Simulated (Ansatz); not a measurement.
Rh (fcc, Cu type)

```xyz
1
Lattice="0.0000 1.9000 1.9000 1.9000 0.0000 1.9000 1.9000 1.9000 0.0000" Properties=species:S:1:pos:R:3 pbc="T T T"
Rh     0.0000     0.0000     0.0000
```

This relaxed cell (volume V₀) is scaled evenly in all directions, its shape held. Symmetry pins the atoms to their sites.

All values below come from r2SCAN (plane waves to 500 eV, PAW, scalar-relativistic; Ansatz, a quantum-chemistry and plane-wave program). k mesh 22×22×22 (Γ-centred), Fermi-Dirac smearing 0.05 eV. The energy includes the smearing's −TS. Rh is run without spin polarisation. Rh was relaxed with its symmetry unable to fall. ΔE is measured from the relaxed starting cell.

| V/V₀ | ΔE (meV/atom) |
|---|---|
| 0.940 | [?] |
| 0.952 | 31 |
| 0.964 | 17 |
| 0.976 | 7 |
| 0.988 | 2 |
| 1.000 | 0 |
| 1.012 | 2 |
| 1.024 | 7 |
| 1.036 | 14 |
| 1.048 | 25 |
| 1.060 | 38 |

Question: Fill in the missing entries.

Answer: 
- 0.940, ΔE (meV/atom): 49

(Under strain, the slope of the energy per volume gives the stress and its curvature an elastic modulus.)
